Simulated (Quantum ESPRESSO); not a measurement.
**Band energies of CsPbBr3**

```xyz
5
Lattice="5.9486 0.0000 0.0000 0.0000 5.9486 0.0000 0.0000 0.0000 5.9486" Properties=species:S:1:pos:R:3 pbc="T T T"
Br     2.9743     2.9743     0.0000
Br     0.0000     2.9743     2.9743
Br     2.9743     0.0000     2.9743
Cs     0.0000     0.0000     0.0000
Pb     2.9743     2.9743     2.9743
```

PBEsol (pw.x of Quantum ESPRESSO, ONCV potentials, with spin-orbit coupling); path ΓXMΓRX,MR; energies in eV from the valence-band maximum.

| k (1/Å) | point | band 44 | band 45 | band 46 | band 47 | band 48 | band 49 | band 50 | band 51 |
|---|---|---|---|---|---|---|---|---|---|
| 0.00 | Γ | -1.69 | 3.02 | 3.02 | 4.22 | 4.22 | 4.22 | 4.22 | 4.52 |
| 0.26 |  | -1.71 | 3.49 | 3.49 | 3.71 | 3.71 | 4.56 | 4.56 | 4.65 |
| 0.53 | X | -1.31 | 2.23 | 2.23 | 4.42 | 4.42 | 4.96 | 4.96 | 5.03 |
| 0.79 |  | -1.16 | 1.94 | 1.94 | 3.75 | 3.75 | 4.86 | 4.86 | 5.05 |
| 1.06 | M | -0.64 | 1.30 | 1.30 | 2.58 | 2.58 | 4.82 | 4.82 | 5.22 |
| 1.24 |  | -1.14 | 1.94 | 1.94 | 3.13 | 3.13 | 4.85 | 4.85 | 4.97 |
| 1.43 |  | -1.63 | 3.09 | 3.09 | 3.94 | 3.94 | 4.43 | 4.43 | 4.90 |
| 1.62 |  | -1.70 | 3.30 | 3.30 | 4.10 | 4.10 | 4.41 | 4.41 | 4.43 |
| 1.80 | Γ | -1.69 | 3.02 | 3.02 | 4.22 | 4.22 | 4.22 | 4.22 | 4.52 |
| 1.96 |  | -1.69 | 3.21 | 3.21 | 4.23 | 4.23 | 4.35 | 4.35 | 4.37 |
| 2.11 |  | -1.68 | 3.50 | 3.50 | 3.75 | 3.75 | 4.58 | 4.58 | 4.68 |
| 2.26 |  | -1.63 | 2.68 | 2.68 | 3.85 | 3.85 | 3.98 | 3.98 | 4.58 |
| 2.41 |  | -1.21 | 1.76 | 1.76 | 3.05 | 3.05 | 3.12 | 3.12 | 4.73 |
| 2.57 |  | -0.51 | 0.91 | 0.91 | 2.30 | 2.30 | 2.35 | 2.35 | 4.65 |
| 2.72 | R | 0.00 | 0.38 | 0.38 | 1.99 | 1.99 | 1.99 | 1.99 | 4.54 |
| 2.87 |  | -0.45 | 0.85 | 0.85 | 2.22 | 2.22 | 2.41 | 2.41 | 4.66 |
| 3.02 |  | -0.92 | 1.42 | 1.42 | 2.88 | 2.88 | 3.29 | 3.29 | 4.83 |
| 3.17 |  | -1.16 | 1.85 | 1.85 | 3.75 | 3.75 | 4.25 | 4.25 | 4.81 |
| 3.32 |  | -1.27 | 2.13 | 2.13 | 4.44 | 4.44 | 4.71 | 4.71 | 4.99 |
| 3.46 | X | -1.31 | 2.23 | 2.23 | 4.42 | 4.42 | 4.96 | 4.96 | 5.03 |
| 3.46 | M | -0.64 | 1.30 | 1.30 | 2.58 | 2.58 | 4.82 | 4.82 | 5.22 |
| 3.64 |  | -0.60 | 1.17 | 1.17 | 2.43 | 2.43 | 3.99 | 3.99 | 5.20 |
| 3.82 |  | -0.42 | 0.83 | 0.83 | 2.14 | 2.14 | 2.70 | 2.70 | 4.72 |
| 3.99 | R | 0.00 | 0.38 | 0.38 | 1.99 | 1.99 | 1.99 | 1.99 | 4.54 |

The PBEsol gap is direct, 0.38 eV at R.

The cell is held in this high symmetry; tilts and polar distortions were not searched.

Geometry of the Materials Project entry, not relaxed at this level.
